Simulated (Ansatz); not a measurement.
Values for one crystal, relaxed and computed with the program Ansatz at the r²SCAN level (PAW); other levels are named.

| Property | Value |
|---|---|
| Volume per atom | 19.08 Å³ |
| Electronic character | metallic (no gap) |
| Density of states at the Fermi level | 0.35 states/eV per atom (mean over ±0.08 eV) |
| Elastic constants (relaxed ions, GPa) | C11 = 508, C12 = 26.7, C44 = -91.1 |
| Gap with spin–orbit coupling | none (metallic) |
| Mechanical stability | unstable (C has a negative eigenvalue) |
| Bulk modulus (Birch–Murnaghan fit) | 188 GPa |

### Question
Which compound is it?
(A) LuBi, rock salt
(B) MoRu, rock salt
(C) TaW, rock salt
(D) Co3W, P6_3/mmc (Co on 6h, W on 2c)

### Answer
C, TaW, rock salt

Space group Fm-3m (rock salt). The start of the workflow was typed in or built on a structure type; neither database checked (COD, Materials Project) lists it. Its standing as an ambient phase is unchecked. The cell was relaxed with r²SCAN under the symmetry of its start. No spin polarisation was allowed. Its formation energy is positive at this level, so the cell may be metastable or incomplete. As this level gives no gap, shear constants depend on the k-mesh and smearing (Fermi–Dirac, 0.1 eV here). Spin–orbit coupling is left out wherever it is not named.

Potentials: the later of the program's two PAW sets.
